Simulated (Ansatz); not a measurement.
Zr$_{2}$Ga:
```
Zr2Ga
1.0
   -3.35246     3.35246     2.71813
    3.35246    -3.35246     2.71813
    3.35246     3.35246    -2.71813
Zr Ga
4 2
Direct
  0.65385   0.15385   0.80770
  0.34615   0.84615   0.19230
  0.15385   0.34615   0.50000
  0.84615   0.65385   0.50000
  0.25000   0.25000   0.00000
  0.75000   0.75000   0.00000
```

Relaxed with r²SCAN. Special points in fractions of this cell's reciprocal vectors: Γ (0.000, 0.000, 0.000); X (0.000, 0.000, 0.500); M (-0.500, 0.500, 0.500); Z (0.414, 0.414, -0.414); Z0 (-0.414, 0.586, 0.414); P (0.250, 0.250, 0.250); N (0.000, 0.500, 0.000).

Q: List the band energies nearest the Fermi level at these points for DFT-r²SCAN in the program Ansatz with PAW potentials.

A: In eV from the Fermi level; about four levels below and three above (degenerate sets whole), none deeper than 8.9 eV; points with the same levels are listed once.

| k | below | above |
|---|---|---|
| Γ | -0.94 -0.94 -0.58 -0.58 -0.30 | 1.80 1.88 2.32 |
| X | -1.05 -0.92 -0.90 -0.16 | 0.26 1.50 1.73 |
| M | -1.08 -1.08 -0.52 -0.32 | 0.30 0.55 0.99 0.99 |
| Z | -1.00 -1.00 -0.46 -0.08 -0.01 | 1.11 1.11 1.18 |
| P | -0.36 -0.36 -0.19 -0.19 | 0.60 0.60 2.79 2.79 |
| N | -0.45 -0.45 -0.36 -0.36 | 0.24 0.24 0.64 0.64 |

Space group I4/mcm. The first step of the workflow began from a Materials Project structure, measured or hypothetical; the Crystallography Open Database files this formula in space group No. 140, but the cells were not matched. Its standing as an ambient phase is unchecked. The r²SCAN relaxation kept the symmetry of its start; its stability against distortions is not shown here. No spin polarisation was allowed. Spin–orbit coupling is left out wherever it is not named.

Potentials: the earlier of the program's two PAW sets.
